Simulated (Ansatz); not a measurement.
# FeNi2: energy against volume and a worked fit

```yaml
crystal:
  lattice:
    - [0.00000, 3.27508, 3.27508]
    - [3.27508, 0.00000, 3.27508]
    - [3.27508, 3.27508, 0.00000]
  atoms:
    - { symbol: Ni, position: [0.62500, 0.62500, 0.62500] }
    - { symbol: Ni, position: [0.12500, 0.62500, 0.62500] }
    - { symbol: Ni, position: [0.62500, 0.12500, 0.62500] }
    - { symbol: Ni, position: [0.62500, 0.62500, 0.12500] }
    - { symbol: Fe, position: [0.00000, 0.00000, 0.00000] }
    - { symbol: Fe, position: [0.25000, 0.25000, 0.25000] }
```

The cell comes from a database or a generator and needn't be the stable form of this composition.

The cell was scaled at fixed shape and fractions and run with Ansatz, Ansatz PAW, cutoff 420 eV; PBE, k mesh 7 × 7 × 7 on the cell of 6 atoms, fermi-dirac occupations of 0.05 eV, collinear spin, ferromagnetic start, no spin-orbit coupling. Energies are those that the program minimises, any entropy of the smearing included. For a metal such a mesh isn't converged to the digits shown. The magnetic state is the one that the start led to, which needn't be the lowest.

```tsv
V (Å³/atom)	energy over the lowest row (meV/atom)
11.0071	25.83
11.2413	10.95
11.4755	?
11.7097	0.00
11.9438	2.61
12.1780	9.82
12.4122	21.11
```

Fit the third-order Birch-Murnaghan form, give V0, B0 and B′, and predict the energy left open.

With y = (V0/V)^(2/3), E = E0 + (9 V0 B0/16) [(y - 1)³ B′ + (y - 1)² (6 - 4y)]. Least squares through the rows shown give V0 = 11.7043 Å³/atom, E0 = 0.01 meV, B0 = 176.9 GPa (1 eV/Å³ = 160.218 GPa) and B′ = 4.80, with a largest miss of 0.01 meV. At V = 11.4755 the form with these constants gives 2.58 meV; the run gave 2.58 meV an atom.
